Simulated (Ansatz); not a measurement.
Relaxed La (dhcp type, space group P6_3/mmc):

```yaml
crystal:
  lattice:
    - [3.78558, 0.00000, 0.00000]
    - [-1.89279, 3.27841, 0.00000]
    - [0.00000, 0.00000, 12.03275]
  atoms:
    - { symbol: La, position: [0.00000, 0.00000, 0.00000] }
    - { symbol: La, position: [0.00000, 0.00000, 0.50000] }
    - { symbol: La, position: [0.33333, 0.66667, 0.25000] }
    - { symbol: La, position: [0.66667, 0.33333, 0.75000] }
```

In this cell atom 3 (La, nearest neighbour La at 3.718 Å; its periodic images, 3.8 Å or more away, move with it) is moved by s along Cartesian [110], unit vector (0.707, 0.707, 0.000); all other atoms and the cell stay fixed.

The numbers are results of r2SCAN (plane waves to 500 eV, PAW, scalar-relativistic; Ansatz, an electronic-structure program), not measurements. k mesh 11×11×3 (Γ-centred), Fermi-Dirac smearing 0.05 eV. The energy includes the smearing's −TS. With partly filled bands, energies and forces of such displacements shift with the k mesh and the smearing. La is run without spin polarisation. La was relaxed with its symmetry unable to fall. ΔE is measured from the undisplaced structure. The last digit holds for this mesh only.

| s (Å) | ΔE (meV/cell) |
|---|---|
| -0.740 | 112.6 |
| -0.592 | 72.3 |
| -0.444 | 39.2 |
| -0.296 | 16.2 |
| -0.148 | 3.7 |
| 0.000 | 0.0 |
| 0.148 | 3.6 |
| 0.296 | 15.4 |
| 0.444 | 38.6 |
| 0.592 | 76.5 |
| 0.740 | withheld |

### Question
Fit a polynomial form (powers 2, 3, 4) to the given rows and predict ΔE at s = 0.740.

### Answer
Least squares on the 10 given rows: ΔE = (192.2)·s² + (11.95)·s³ + (44.20)·s⁴, in meV/cell with s in Å; root-mean-square residual 1.29 meV/cell. At 0.740 the fit gives 123.3 meV/cell; the calculation gives 130.0 meV/cell, so the extrapolation is off by -6.7 (-5.2 %). The quadratic term alone would give 105.2 meV/cell.

(A displaced cell: forces are minus the slopes of the energy, force constants its curvatures, and phonons follow from these.)
